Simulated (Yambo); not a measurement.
CuCl (zinc blende, space group F-43m, No. 216) under isotropic strain of -3 % on all lattice vectors; a = b = c = 3.6277 Å, α = β = γ = 60.00°. With the G0W0 scissor the direct gap on the mesh is 1.88 eV.

Does this run resolve the lowest exciton, and if so, what are its energy and binding? (Yambo, PBEsol bands; 8×8×8 mesh, 5 valence and 1 conduction bands, static screening with 27 bands and a 4 Ry block, scissor 1.14 eV, Tamm-Dancoff.)

No. The lowest state covers only about 1 of the 512 k points, so the mesh doesn't resolve it: its energy and its distance from the direct gap are mesh artefacts. An extended exciton needs a far denser mesh. The scissor comes from a G0W0 run whose convergence isn't established. The filled Cu 3d shell has no Hubbard U; semilocal functionals place it too high.

Geometry strained from the cell relaxed with PBEsol, atoms relaxed again.
